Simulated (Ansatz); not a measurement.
**How far is PAW off for Y₂C?**

```
Y C
1.0
     1.80025    1.03938    5.94781
    -1.80025    1.03938    5.94781
     0.00000   -2.07876    5.94781
Y C
2 1
Direct
  0.25793 0.25793 0.25793
  0.74207 0.74207 0.74207
  0.00000 0.00000 0.00000
```

Atoms are numbered in the order listed.

The cell comes from COD entry 1531888, which wasn't checked; take it as a given geometry. The listed cell was then made from it by scaling, straining or moving an atom.

Levels of theory: DFT, PBEsol, PAW with Ansatz's default frozen-core files, scalar-relativistic (Ansatz 0.2.0); DFT, PBEsol, all-electron PAW with datasets made for the crystal, scalar-relativistic (Ansatz 0.2.0); DFT, PBEsol, all-electron LAPW, scalar-relativistic (Ansatz 0.2.0).

For PAW: a Γ-centred 11×11×11 k mesh, Fermi–Dirac smearing of 0.05 eV, cutoff 420 eV, no spin polarisation; the PAW files were made with PBE, and the program remakes their frozen cores for this functional. The crystal-made all-electron datasets (AE datasets) take a cutoff of 240 eV at this cell. LAPW targets a basis error of 1 meV/atom. The Ansatz runs share mesh, smearing and spin set-up. Plane-wave (PAW) pressures include the program's estimate of the Pulay term.

Stress and pressure are positive in compression.

The change that made this cell: volume scaled by 0.98.

```csv
quantity,PAW,AE datasets,LAPW
pressure (GPa),-1.25,-1.24,-1.24
stress xx (GPa),-2.00,-2.00,-2.00
stress zz (GPa),0.26,0.27,0.27
"force on Y1, z (eV/Å)",0.397,0.395,0.395
```

PAW's pressure differs from the LAPW value by about 0.01 GPa or less.
